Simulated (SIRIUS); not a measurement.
Set-up for a self-consistent single point of WS2 (R3m, 3 atoms in the cell; from Materials Project mp-9813, changed as shown).

```
WS2
1.0
    1.56012     0.90073     6.35810
   -1.56012     0.90073     6.35810
    0.00000    -1.80147     6.35810
W S
1 2
Direct
  0.00067   0.00067   0.00067
  0.41411   0.41411   0.41411
  0.25392   0.25392   0.25392
```

Method: LDA (PW92), PseudoDojo 0.4 standard norm-conserving LDA (tails mended) pseudopotentials (plane waves; SIRIUS 7.12.0).

SIRIUS settings:

```
key                                                                                                           value
--------------------------------------  ---------------------------------------------------------------------------
parameters.ngridk                                                                                          12 12 12
parameters.xc_functionals                                                                   [XC_LDA_X, XC_LDA_C_PW]
parameters.gk_cutoff                                                                                   8.367 1/bohr
parameters.pw_cutoff                                                                                  16.734 1/bohr
parameters.smearing                                                                                     fermi_dirac
parameters.smearing_width                                                                            0.000734986 Ha
potentials                              PseudoDojo 0.4 standard norm-conserving LDA (tails mended) pseudopotentials
parameters.electronic_structure_method                                                              pseudopotential
parameters.num_bands                                                                                             17
parameters.num_mag_dims                                                                                           0
parameters.num_dft_iter                                                                                         100
parameters.energy_tol                                                                                      1e-07 Ha
parameters.density_tol                                                                                        1e-06
mixer.type                                                                                                 anderson
mixer.beta                                                                                                      0.7
mixer.use_hartree                                                                                             false
```

Problem. Estimate, at this level of theory: gap on the k-point mesh, pressure and largest force (vector length).

Solution. The run gave:

* **Gap on the k-point mesh**: 1.15 eV
* **Pressure**: 3.99 GPa
* **Largest force (vector length)**: 0.799 eV/Å

The gap is read on the k-point mesh of the run and can differ from the gap over the whole zone at this level.

For comparison: a first run was changed to give this one (lattice scaled by 0.98), and from it to this one the free energy falls by 8.0 meV/atom, the pressure goes from -5.85 to 3.99 GPa, the largest force goes from 0.346 to 0.799 eV/Å and the gap on the mesh goes from 1.174 to 1.149 eV.

Spin-orbit coupling is left out, which matters for bands and gaps with elements this heavy. The structure comes from a collection of computed structures, made at another level of theory; the collection holds predicted forms beside known ones. Its lattice was then scaled.

Cost on one core: about 12 core-minutes (a rough figure).

“Tails mended”: in these copies of the files the far tail of each local potential was reset to the Coulomb form.
